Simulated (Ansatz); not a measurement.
Consider the following.

ScAl$_{3}$:
Space group Pm-3m (No. 221); a = 4.1052 Å, b = 4.1052 Å, c = 4.1052 Å, α = 90.00°, β = 90.00°, γ = 90.00°

| atom | site | symmetry | x | y | z |
|---|---|---|---|---|---|
| Al | 3c | 4/mm.m | 0.0000 | 0.5000 | 0.5000 |
| Sc | 1a | m-3m | 0.0000 | 0.0000 | 0.0000 |

This is the PBE-relaxed structure.

Problem. All from the program Ansatz at the PBE level (PAW), unless another level is named. Estimate the formation energy from the elements (no fitted shifts).

Solution. -453 meV/atom.

Problem. What about the density of states at the Fermi level?

Solution. 0.34 states/eV per atom (mean over ±0.08 eV).

Symmetry was held in the PBE relaxation. The run is not spin-polarised. The references are the lowest solids computed at this level, not always the standard phases.

Potentials: the later of the program's two PAW sets.
